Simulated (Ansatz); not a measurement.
Os (fcc, Cu type), conventional cell a = 3.821 Å, b = 3.821 Å, c = 3.821 Å, α = 90.00°, β = 90.00°, γ = 90.00°. The calculation uses the primitive cell of 1 atom, to which meshes and values per cell refer.

Two coordinates are scanned: the volume, and the ratio of the stretch along z (the conventional c axis) to the stretch across it. Atoms keep their fractional coordinates.

Level of theory: PBEsol (plane waves to 420 eV, PAW, scalar-relativistic; Ansatz, an electronic-structure program). k mesh 21×21×21 (Γ-centred), Fermi-Dirac smearing 0.05 eV. Stress and pressure are positive under compression. With partly filled bands, the response to shear is sensitive to the k mesh, so small differences along c/a are uncertain. Os is run without spin polarisation. Os was relaxed with its symmetry unable to fall. Spin-orbit coupling is left out, though Os is heavy. This is one of several known forms of Os; the measured ambient cells at hand have space group No. 194. The last digit holds for this mesh only.

Changes of σzz (GPa) from the point V/V₀ = 1.000, (c/a)/(c/a)₀ = 1.000 when one coordinate moves alone (two changes are said to add if the coupling is within 5 % of the smaller one, nearly so within 20 %):

```tsv
point	change
V/V₀ = 1.000, (c/a)/(c/a)₀ = 0.920	22.38
V/V₀ = 1.000, (c/a)/(c/a)₀ = 0.960	10.10
V/V₀ = 0.960, (c/a)/(c/a)₀ = 1.000	19.07
V/V₀ = 0.980, (c/a)/(c/a)₀ = 1.000	8.99
V/V₀ = 1.020, (c/a)/(c/a)₀ = 1.000	-8.02
V/V₀ = 1.040, (c/a)/(c/a)₀ = 1.000	-15.15
V/V₀ = 1.000, (c/a)/(c/a)₀ = 1.040	-8.87
V/V₀ = 1.000, (c/a)/(c/a)₀ = 1.080	-18.85
```

**Question.** Do the two effects add at V/V₀ = 1.040, (c/a)/(c/a)₀ = 1.080? Give the computed change.

**Answer.** The sum of the single changes is -15.15 + (-18.85) = -34.00; the calculation gives -32.02, so the coupling contributes 1.98 (under 20 % of the smaller single change, nearly additive).

**Question.** Do the two effects add at V/V₀ = 0.980, (c/a)/(c/a)₀ = 1.040? Give the computed change.

**Answer.** The sum of the single changes is 8.99 + (-8.87) = 0.12; the calculation gives -0.39, so the coupling contributes -0.51 (under 20 % of the smaller single change, nearly additive).

**Question.** What is the change at V/V₀ = 1.020, (c/a)/(c/a)₀ = 0.920, where both move, and how far is it from the sum?

**Answer.** The sum of the single changes is -8.02 + (22.38) = 14.36; the calculation gives 13.32, so the coupling contributes -1.04 (under 20 % of the smaller single change, nearly additive).

(A scan under strain: stresses follow from slopes of the energy per volume, elastic moduli from its curvatures.)
